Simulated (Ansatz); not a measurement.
NbN:
```cif
data_N4Nb4
_chemical_formula_sum 'Nb4 N4'
_space_group_name_H-M_alt 'P 1'
_space_group_IT_number 1
_cell_length_a 2.95795
_cell_length_b 2.95795
_cell_length_c 11.19000
_cell_angle_alpha 90.000
_cell_angle_beta 90.000
_cell_angle_gamma 120.000
loop_
_space_group_symop_operation_xyz
  'x, y, z'
loop_
_atom_site_label
_atom_site_type_symbol
_atom_site_fract_x
_atom_site_fract_y
_atom_site_fract_z
_atom_site_occupancy
Nb1 Nb 0.66667 0.33333 0.87812 1
Nb2 Nb 0.33333 0.66667 0.12188 1
Nb3 Nb 0.33333 0.66667 0.37812 1
Nb4 Nb 0.66667 0.33333 0.62188 1
N1 N 0.00000 0.00000 0.00000 1
N2 N 0.00000 0.00000 0.50000 1
N3 N 0.66667 0.33333 0.25000 1
N4 N 0.33333 0.66667 0.75000 1
```

Relaxed with PBEsol.

### Question
Which orbitals make up the states near the Fermi level in PBEsol in the plane-wave PAW code Ansatz?

### Answer
Within 0.5 eV of the Fermi level: Nb 4d 79 %, N 2p 17 %. Projections are on Löwdin-orthogonalised atomic valence shells; empty p or d shells of many metals are not among them.

### Question
Tabulate the density of states.

### Answer
States/eV per cell of 8 atoms, in 0.25 eV bins, energy from the Fermi level.

```tsv
E (eV)	total	Nb 4d	N 2p	N 2s
-7.85	1.87	0.68	0.93	0.02
-7.60	3.22	1.14	1.66	0.03
-7.35	3.88	1.30	2.05	0.04
-7.10	5.14	1.74	2.78	0.06
-6.85	5.09	1.80	2.84	0.05
-6.60	7.38	2.57	4.23	0.09
-6.35	5.06	1.72	2.97	0.07
-6.10	6.12	2.05	3.64	0.09
-5.85	6.56	2.27	3.91	0.09
-5.60	7.33	2.74	4.29	0.07
-5.35	8.51	3.10	5.08	0.06
-5.10	7.06	2.38	4.37	0.06
-4.85	5.03	1.56	3.22	0.06
-4.60	4.36	1.16	2.93	0.04
-4.35	5.33	1.45	3.59	0.04
-4.10	5.90	1.80	3.84	0.05
-3.85	3.07	1.13	1.84	0.02
-3.60	1.74	0.68	1.01	0.01
-3.35	0.97	0.34	0.61	0.00
-3.10	1.34	0.55	0.75	0.01
-2.85	2.00	1.13	0.80	0.01
-2.60	2.29	1.49	0.71	0.02
-2.35	2.24	1.55	0.60	0.02
-2.10	2.08	1.51	0.48	0.02
-1.85	1.89	1.41	0.41	0.02
-1.60	1.63	1.22	0.34	0.02
-1.35	1.88	1.46	0.35	0.02
-1.10	2.32	1.84	0.40	0.02
-0.85	2.76	2.22	0.45	0.02
-0.60	3.43	2.82	0.52	0.02
-0.35	4.32	3.50	0.70	0.02
-0.10	4.87	3.98	0.75	0.02
0.15	4.01	3.10	0.74	0.04
0.40	2.59	1.95	0.51	0.04
0.65	3.15	2.48	0.52	0.05
0.90	3.30	2.63	0.52	0.05
1.15	4.36	3.50	0.67	0.05
1.40	4.98	3.98	0.79	0.05
1.65	4.57	3.71	0.67	0.04
1.90	4.79	3.97	0.62	0.04
2.15	5.47	4.59	0.66	0.06
2.40	5.20	4.36	0.59	0.08
2.65	4.94	4.02	0.62	0.12
2.90	6.03	4.80	0.77	0.23
3.15	7.74	6.14	0.99	0.33
3.40	6.52	5.29	0.82	0.20
3.65	8.20	6.78	0.96	0.22
3.90	6.17	4.47	0.90	0.51
4.15	3.58	2.23	0.57	0.54
4.40	5.06	2.97	0.69	1.03
4.65	4.81	2.74	0.79	0.91
```

Space group P6_3/mmc. The first step of the workflow began from a Materials Project structure, measured or hypothetical; the Crystallography Open Database files this formula in space group No. 194, but the cells were not matched. It is not the phase usual at ambient conditions (space group No. 225). The cell was relaxed with PBEsol under the symmetry of its start; its stability against distortions is not shown here. No spin polarisation was allowed. Scalar-relativistic: spin–orbit coupling is off unless named, which matters more the heavier the elements.

Potentials: the later of the program's two PAW sets.
